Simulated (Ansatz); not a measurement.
# MgH₈Cl₂O₄: Mg-25 NMR of the central transition

Cell: a refined structure from the COD whose atoms were relaxed with PBE, the cell held.

Space group Pbcn (No. 60); a = 7.2557, b = 8.4285, c = 11.0412 Å.

| site | Wyckoff | site symmetry | x | y | z |
| --- | --- | --- | --- | --- | --- |
| Mg | 4c | .2. | 0.5000 | 0.8774 | 0.2500 |
| H5 | 8d | 1 | 0.7089 | 0.9676 | 0.0556 |
| H13 | 8d | 1 | 0.6981 | 0.7839 | 0.0543 |
| H21 | 8d | 1 | 0.5713 | 0.5608 | 0.3032 |
| H29 | 8d | 1 | 0.5739 | 0.1943 | 0.3014 |
| Cl | 8d | 1 | 0.2276 | 0.8785 | 0.0996 |
| O45 | 4c | .2. | 0.5000 | 0.6319 | 0.2500 |
| O49 | 8d | 1 | 0.6864 | 0.8758 | 0.1087 |
| O57 | 4c | .2. | 0.5000 | 0.1231 | 0.2500 |

One atom of each set is listed.

Level of theory: DFT, r2SCAN, plane waves and PAW, scalar-relativistic, 500 eV cutoff, Γ-centred 3×3×2 k-points, Fermi–Dirac smearing 0.02 eV (Ansatz 0.2.0).

Mg-25 has I = 5/2 and Q = 199.4 mb (Pyykkö 2018); at 11.7 T its Larmor frequency is ν₀ = 30.5 MHz. Only the quadrupole interaction is simulated: positions count from each site's isotropic chemical shift, and shift anisotropy, dipolar and J coupling are left out.

Task: What does the Mg-25 spectrum (static powder) show for each site?

Result: 

```
site                    first shell  C_Q (MHz)     η  P_Q (MHz)  δ_QIS (ppm)  breadth (kHz)
  Mg  4 O at 2.07 Å, 2 Cl at 2.58 Å       10.1  0.30       10.2         -670            131
```

δ_QIS = −(ν_Q²/30ν₀²)[I(I+1) − 3/4](1 + η²/3) × 10⁶ ppm with ν_Q = 3|C_Q|/[2I(2I−1)]; it falls as 1/B₀² in ppm, and the breadth as 1/B₀ in kHz.

The largest force is 0.5 eV/Å, so the atoms aren't at the calculated equilibrium and relaxing them would move these values. The entry's hydrogen positions were far off; the other atoms hardly move on relaxation.
